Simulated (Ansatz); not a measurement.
## Calculated field gradients at the nuclei for Y₃Ir

The cell is a Materials Project structure (computed, not necessarily an observed phase) whose atoms were relaxed with PBE, the cell held.

Space group Pnma (No. 62); a = 7.2614, b = 9.2846, c = 6.4582 Å.

| site | Wyckoff | site symmetry | x | y | z |
| --- | --- | --- | --- | --- | --- |
| Y1 | 4c | .m. | 0.0362 | 0.2500 | 0.6318 |
| Y5 | 8d | 1 | 0.1752 | 0.0634 | 0.1747 |
| Ir | 4c | .m. | 0.3838 | 0.2500 | 0.4583 |

One atom of each set is listed.

Level of theory: DFT, r2SCAN, plane waves and PAW, scalar-relativistic, 500 eV cutoff, Γ-centred 5×4×5 k-points, Fermi–Dirac smearing 0.05 eV (Ansatz 0.2.0).

C_Q = eQV_zz/h, which is 24.18 MHz for Q = 1 b and V_zz = 10²¹ V/m²; η = (V_xx − V_yy)/V_zz.

¹⁹³Ir: I = 3/2, Q = 751.0 mb. Nuclear quadrupole moments: year-2017 set (Pyykkö).

Task: What field gradients does the calculation give at each kind of site?

Result: 

```json
{"site": "Y1", "atoms": "4", "first shell": "2 Ir at 2.76–2.87 Å, angle 137°", "V_zz (10²¹ V/m²)": "-7.37", "η": "0.66", "C_Q (MHz)": "–"}
{"site": "Y5", "atoms": "8", "first shell": "2 Ir at 2.87–2.94 Å; also 1 Ir at 3.26 Å", "V_zz (10²¹ V/m²)": "-5.84", "η": "0.91", "C_Q (MHz)": "–"}
{"site": "Ir", "atoms": "4", "first shell": "8 Y at 2.76–3.26 Å", "V_zz (10²¹ V/m²)": "20.0", "η": "0.45", "C_Q (MHz)": "363"}
```

At Y1 V_zz runs parallel to the line that joins its two neighbours (within 2°).

Y has no stable isotope with a ground-state quadrupole moment in the table, so no C_Q is given.

With no gap above 0.1 eV, as in a metal, the gradients converge slowly in k; expect changes of a tenth or more on a denser mesh. Spin–orbit coupling is left out, which shifts gradients on Ir by a few per cent in wide-gap crystals, and can shift them far more where the calculated gap is small or absent, as here.

Hardware: 1 thread of AMD EPYC 9R45 96-Core Processor (Zen 5) (x86_64; 32 cores open to the job, memory cap 3.0 GiB, no GPU), a shared host with a load of 0.4 a core. Wall time 72 s, CPU time 72 s, peak memory 2.1 GiB.
